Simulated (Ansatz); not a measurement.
TaRu:
```
TaRu
1.0
    3.15433     0.00000     0.00000
    0.00000     3.15433     0.00000
    0.00000     0.00000     3.15433
Ru Ta
1 1
Direct
  0.00000   0.00000   0.00000
  0.50000   0.50000   0.50000
```

Relaxed with r²SCAN. Special points in fractions of this cell's reciprocal vectors: Γ (0.000, 0.000, 0.000); X (0.000, 0.500, 0.000); M (0.500, 0.500, 0.000); R (0.500, 0.500, 0.500).

### Question
List the band energies nearest the Fermi level at these points for DFT-r²SCAN in the program Ansatz with PAW potentials.

### Answer
In eV from the Fermi level; about four levels below and three above (degenerate sets whole), none deeper than 8.9 eV; points with the same levels are listed once.

```json
[
 {"k": "Γ", "below": "-6.42 -6.42 -2.67 -2.67 -2.67", "above": "1.06 1.06 4.24 4.24 4.24"},
 {"k": "X", "below": "-2.61 -1.67 -0.07 -0.07", "above": "0.85 2.41 4.72"},
 {"k": "M", "below": "-6.44 -4.49 -4.49 -0.39", "above": "0.11 0.34 0.34"},
 {"k": "R", "below": "-3.25 -3.25 -3.25 -0.30 -0.30", "above": "4.53 4.53 7.58"}
]
```

Space group Pm-3m (CsCl type). The workflow started from an entry of the Crystallography Open Database (COD), which files this formula under 2 space groups. Its standing as an ambient phase is unchecked. Symmetry was held in the r²SCAN relaxation; whether a distortion lowers the energy is not shown. No spin polarisation was allowed. Spin–orbit coupling is left out wherever it is not named.

Potentials: the later of the program's two PAW sets.
